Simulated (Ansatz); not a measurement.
Ansatz input file:

```yaml
crystal:
  lattice:
    - [0.0, 2.1085, 2.1085]
    - [2.1085, 0.0, 2.1085]
    - [2.1085, 2.1085, 0.0]
  atoms:
    - { symbol: Mg, position: [0.0, 0.0, 0.0] }
    - { symbol: O, position: [0.5, 0.5, 0.5] }
basis:
  ecutwfc: 500
kpoints:
  mp_grid: { grid: [10, 10, 10] }
hamiltonian:
  xc: r2scan
scf:
  occupations: { method: gaussian, width: 0.02 }
output:
  forces: true
  stress: true
  eigenvalues: true
  populations: true
  write_density: true
  write_potential: true
  elf: true
  volumetric_format: npy
```

Command:
```bash
ansatz run input.yaml --threads 1 --pin off --max-ram 2560MiB --backend cpu --events-out ev --progress --plain --runs-dir out
```

The calculation used DFT r2SCAN, scalar-relativistic, plane waves, PAW (Ansatz 0.2.0).

Part of what the program printed, abridged:

```
Pseudopotentials: kind: paw
Pseudopotential: Mg, paw, valence charge 10, recommended cutoff 500 eV (meta_gga)
Pseudopotential: O, paw, valence charge 6, recommended cutoff 500 eV (meta_gga)
Functional definition: r2SCAN
Crystal: 2 atoms, lattice volume = 18.748 Å³
Basis set: ecut = 500 eV, 531 PW (Γ), exchange–correlation on 96×96×96 points (64 copies of the dense FFT grid, shifted against one another)
Bands: 12, of which v1, the nominal top of the filled ones, is band 8 counted from 1 (7 counted from 0)
Symmetry: 48 space group operations
Space group: Fm-3m (ITA 225), of the structure as read, at distance tolerance 2.7e-5 Å
k-points: 47 of 1000
Initial density: superposition of atomic densities (neutral atoms: chi_scale 0, normalization atom), corrected by the library's trained network
Initial wavefunctions: pseudopotential atomic-orbital guess
Functional: x = r2scan, c = r2scan; τ floored in thin density (d = 2e-4 eV/Å³)
SCF iter   1: F=—  HF=-2498.250776 eV  |F-HF|=—  |Δ(HF+E_count)|=         —  Δρ=9.92e-3  dr2=1.09e-2  dr2_τ=7.03e-2  ethr=1.77e-3  ⟨swp⟩=5.9  Hψ=3380  notcnv=0
SCF iter   2: F=—  HF=-2498.334176 eV  |F-HF|=—  |Δ(HF+E_count)|=   8.34e-2  Δρ=4.80e-3  dr2=1.60e-3  dr2_τ=2.70e-4  ethr=6.83e-5  ⟨swp⟩=3.0  Hψ=1636  notcnv=0
SCF iter   3: F=—  HF=-2498.334244 eV  |F-HF|=—  |Δ(HF+E_count)|=   6.73e-5  Δρ=1.03e-3  dr2=1.31e-4  dr2_τ=1.96e-5  ethr=1.00e-5  ⟨swp⟩=3.0  Hψ=963  notcnv=0
SCF iter   4: F=—  HF=-2498.334233 eV  |F-HF|=—  |Δ(HF+E_count)|=   1.04e-5  Δρ=4.07e-4  dr2=2.09e-5  dr2_τ=2.92e-6  ethr=8.21e-7  ⟨swp⟩=2.0  Hψ=713  notcnv=0
SCF iter   5: F=—  HF=-2498.334227 eV  |F-HF|=—  |Δ(HF+E_count)|=   5.97e-6  Δρ=2.96e-5  dr2=5.66e-8  dr2_τ=2.32e-8  ethr=1.30e-7  ⟨swp⟩=2.0  Hψ=743  notcnv=0
SCF iter   6: F=-2498.334227 eV  HF=-2498.334227 eV  |F-HF|=4.02e-10  |Δ(HF+E_count)|=   1.16e-7  Δρ=9.74e-6  dr2=3.97e-9  dr2_τ=1.33e-9  ethr=3.54e-10  ⟨swp⟩=5.1  Hψ=2891  notcnv=0
SCF 1 converged in 6 iterations: F = -2498.334227 eV  dr2 = 3.97e-9
SCF converged after 6 iterations
Free energy (F): -2498.334227 eV
Harris-Foulkes:  -2498.334227 eV  (|F-HF|=4.02e-10)
Internal energy: -2498.334227 eV  (E = F + TS)
E sigma→0 (E₀):  -2498.334227 eV
Fermi energy:    10.471831 eV
--- Per-component energies (eV) ---
  E_band       = -313.108137
  E_kinetic    = 256.479333
  E_local      = -1607.215708  (includes V_loc(G=0)·N_el)
  E_nonlocal   = 142.521353
  E_hartree    = 557.001257
  E_xc         = -103.205724
  E_vxc        = -148.958372  (∫ρ·V_xc dr)
  E_paw        = -456.000696  (= ΣΔE_a)
  E_vpaw       = -79.579458  (= ΣTr[D̂ρ^β])
  E_aug_tail   = 0.000982  (compensation charges beyond the density's cutoff)
  E_vtau       = 9.642236  (kinetic-family band-sum trace: ∫τ·v_τ [+ j·A + Jᵃ·Aᵃ] dr)
  E_ewald      = -1287.856876
  E_core_change = -0.058149  (= ΣΔE_core)
  E_smearing   =  0.000000  (= −TS)
--- Forces (eV/Å), atoms counted from 1 ---
  atom   1  Mg     0.00000000     0.00000000     0.00000000
  atom   2  O      0.00000000     0.00000000     0.00000000
--- Stress (GPa, compression-positive) ---
       -1.463613       0.000000       0.000000
        0.000000      -1.463613       0.000000
        0.000000       0.000000      -1.463613
  P = ⅓ Tr σ = -1.4636 GPa (-14.636 kbar)
--- Band table (eV; the first three rows and the last of 47) ---
  k-point 0: bands = ["-67.2616", "-32.3410", "-32.3410", "-32.3410", "-10.5098", "7.6752", "7.6752", "7.6752", "13.2683", "24.4788", "24.4788", "24.4788"]
  k-point 1: bands = ["-67.2608", "-32.3491", "-32.3417", "-32.3417", "-10.4028", "7.0501", "7.6063", "7.6063", "13.8818", "23.2449", "24.7309", "24.7309"]
  k-point 2: bands = ["-67.2588", "-32.3704", "-32.3437", "-32.3437", "-10.1101", "5.7417", "7.4313", "7.4313", "15.0943", "21.7415", "25.2537", "25.2537"]
  k-point 46: bands = ["-67.2510", "-32.3962", "-32.3831", "-32.3707", "-8.9665", "4.3609", "5.1614", "5.9480", "19.6674", "20.6896", "20.9377", "24.7603"]
--- Löwdin populations: 2 sites ---
  site symbol q [e]
     0     Mg      8.4395
     1      O      7.4192
  spilling = 0.008833 (of n_electrons = 16.000000)
```

Self-consistency was reached.

The run took 4.1 s on 1 thread of Arm Neoverse N1, on a shared host, peak memory 0.32 GiB.